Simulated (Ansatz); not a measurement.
Data:

ZnS:
```
CELL_PARAMETERS angstrom
      3.56492     0.00000     0.00000
     -1.78246     3.08731     0.00000
      0.00000     0.00000     5.81647
ATOMIC_POSITIONS crystal
  Zn 0.00000 0.00000 0.00000
  Zn 0.00000 0.00000 0.50000
  S  0.33333 0.66667 0.25000
  S  0.66667 0.33333 0.75000
```

This is the PBEsol-relaxed structure.

**Question.** All from the program Ansatz at the PBEsol level (PAW), unless another level is named. Predict the band gap.

**Answer.** 0.27 eV (indirect).

**Question.** Next, the HSE06 gap on the PBEsol cell?

**Answer.** 1.49 eV.

**Question.** And the formation energy from the elements (no fitted shifts)?

**Answer.** -0.53 eV/atom.

Space group P6_3/mmc (NiAs type). The start of the workflow was typed in or built on a structure type; neither database checked (COD, Materials Project) lists it. It is not the phase usual at ambient conditions (space group No. 186, 216). The PBEsol relaxation kept the symmetry of its start; phonons show weakly imaginary modes. The references are the lowest solids computed at this level, not always the standard phases.

Potentials: the earlier of the program's two PAW sets. The files were generated under PBE; for other functionals the program regenerates the frozen cores, and for LDA and PBEsol the local potential too.
